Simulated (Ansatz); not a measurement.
Level of theory: Ansatz 0.2.0, DFT PBE, scalar-relativistic, plane waves, PAW. The screen uses 420 eV, coarse Γ-centred meshes (up to 0.6 Å⁻¹ on the start cell), Gaussian smearing of 0.15 eV, tolerances of 0.08 eV/Å and 0.8 GPa and 16 steps at most, with the symmetry of each start kept. Magnetic atoms start with parallel moments. Energies are free energies per atom, good to about 0.1 eV/atom between metallic cells, end volumes are rough, and groups of ends are read at 0.1 Å.

Two trial cells of ScTiF₅, not yet relaxed:

A.

```
CELL_PARAMETERS angstrom
3.57071 0.00000 0.00000
0.00000 3.57071 0.00000
0.00000 0.00000 6.18219
ATOMIC_POSITIONS crystal
Sc 0.50000 0.50000 0.50000
Ti 0.00000 0.00000 0.00000
F 0.50000 0.00000 0.81448
F 0.50000 0.00000 0.18552
F 0.00000 0.50000 0.81448
F 0.00000 0.50000 0.18552
F 0.00000 0.00000 0.50000
```

B.

```
CELL_PARAMETERS angstrom
3.92089 0.00000 0.00000
-1.96044 3.39559 0.00000
0.00000 0.00000 6.54693
ATOMIC_POSITIONS crystal
Sc 0.00000 0.00000 0.00000
Ti 0.00000 0.00000 0.50000
F 0.50000 0.00000 0.50000
F 0.00000 0.50000 0.50000
F 0.50000 0.50000 0.50000
F 0.00000 0.00000 0.76796
F 0.00000 0.00000 0.23204
```

Question: Compare their energies before and after the relaxation.

Answer: As given, A is lower by 2.03 eV/atom. Relaxed, A is lower by 0.69 eV/atom, so the order holds. A goes from P4/mmm at 11.3 Å³/atom to P4/mmm at 10.4 Å³/atom and gains 0.05 eV/atom. B goes from P6/mmm at 12.5 Å³/atom to P6/mmm at 17.9 Å³/atom and gains 1.39 eV/atom. The closest pair in A goes from Ti–F at 2.12 Å to Ti–F at 2.15 Å. The closest pair in B goes from Sc–F at 1.52 Å to Sc–F at 1.95 Å. At the end: counting F atoms around Sc and Ti (those within 1.25 times the shortest such distance or 1.15 times the sum of covalent radii, 1.27 where that leaves under three), A has Sc 12, Ti 8 and B has Sc 2, Ti 8. The lowest end among all the guesses of this search lies 0.21 eV/atom under the better of the two.

Other magnetic orders may lie lower.
